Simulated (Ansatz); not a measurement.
## Data sheet: Tc (DFT)

Tc:
```yaml
crystal:
  lattice:
    - [2.72982, 0.00000, 0.00000]
    - [-1.36491, 2.36409, 0.00000]
    - [0.00000, 0.00000, 4.36831]
  atoms:
    - { symbol: Tc, position: [0.33333, 0.66667, 0.75000] }
    - { symbol: Tc, position: [0.66667, 0.33333, 0.25000] }
```

Space group P6_3/mmc (No. 194), hcp (Mg type); conventional cell a = b = 2.730 Å, c = 4.368 Å, α = β = 90.00°, γ = 120.00°.

Method: PBE+D3(BJ) (plane waves, PAW; program Ansatz). Geometry: relaxed at this level of theory. Other levels are named where they apply.

**Cell and energy**

```json
{
 "volume_per_atom": "14.10 Å³",
 "density": "11.53 g/cm³"
}
```

**Electronic structure**

```json
{
 "electronic_character": "metallic (no gap)",
 "Density of states at the Fermi level": "0.91 states/eV per atom (mean over ±0.08 eV)"
}
```

Symmetry was held in the PBE+D3(BJ) relaxation. The run is not spin-polarised. The pairwise dispersion correction was not fitted to metals. Axis ratios of metals converge slowly with the k-mesh, so a and c are less sure than the volume. Spin–orbit coupling is left out wherever it is not named.

Potentials: the later of the program's two PAW sets.
